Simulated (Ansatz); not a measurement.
Relax this structure to zero stress and force, keeping its symmetry:

```
Si N
1.0
     7.61924    0.00000    0.00000
    -3.80962    6.59845    0.00000
     0.00000    0.00000    2.91130
Si N
6 8
Direct
  0.76783 0.17408 0.32563
  0.59376 0.76783 0.82563
  0.82592 0.59376 0.32563
  0.23217 0.82592 0.82563
  0.40624 0.23217 0.32563
  0.17408 0.40624 0.82563
  0.02988 0.32994 0.32563
  0.69994 0.02988 0.82563
  0.67006 0.69994 0.32563
  0.97012 0.67006 0.82563
  0.30006 0.97012 0.32563
  0.32994 0.30006 0.82563
  0.33333 0.66667 0.82563
  0.66667 0.33333 0.32563
```

These are results of DFT PBEsol, scalar-relativistic, plane waves, PAW (Ansatz 0.2.0), not measurements.

Settings: cutoff 420 eV, Γ-centred mesh 6×6×8 on the computed 14-atom cell, Gaussian smearing of 0.02 eV; no spin polarisation.

**Question.** What does it relax to?

**Answer.** The volume goes up by 0.01 Å³/atom to 10.47 Å³/atom, and the energy changes by under 0.1 meV/atom. Final structure:
```yaml
crystal:
  lattice:
    - [7.62458, 0.00000, 0.00000]
    - [-3.81229, 6.60308, 0.00000]
    - [0.00000, 0.00000, 2.91053]
  atoms:
    - { symbol: Si, position: [0.76761, 0.17398, 0.32563] }
    - { symbol: Si, position: [0.59363, 0.76761, 0.82563] }
    - { symbol: Si, position: [0.82602, 0.59363, 0.32563] }
    - { symbol: Si, position: [0.23239, 0.82602, 0.82563] }
    - { symbol: Si, position: [0.40637, 0.23239, 0.32563] }
    - { symbol: Si, position: [0.17398, 0.40637, 0.82563] }
    - { symbol: N, position: [0.02964, 0.33000, 0.32563] }
    - { symbol: N, position: [0.69964, 0.02964, 0.82563] }
    - { symbol: N, position: [0.67000, 0.69964, 0.32563] }
    - { symbol: N, position: [0.97036, 0.67000, 0.82563] }
    - { symbol: N, position: [0.30036, 0.97036, 0.32563] }
    - { symbol: N, position: [0.33000, 0.30036, 0.82563] }
    - { symbol: N, position: [0.33333, 0.66667, 0.82563] }
    - { symbol: N, position: [0.66667, 0.33333, 0.32563] }
```

Course of the relaxation (steps run on the plane waves of an earlier cell, and the basis is chosen afresh near the end, so energy and pressure can step there; trial steps that raised the energy were taken back; energies are free energies):

```tsv
step	largest force component (eV/Å)	P (GPa)	V (Å³/atom)
1	0.016	0.30	10.45
2	0.008	0.15	10.46
3	0.004	0.00	10.47
4	0.004	0.00	10.47
```

Cost: 1 run of about 2.5 core-minutes, on Intel Xeon Processor @ 2.50GHz (Skylake/Cascade Lake) (shared hosts).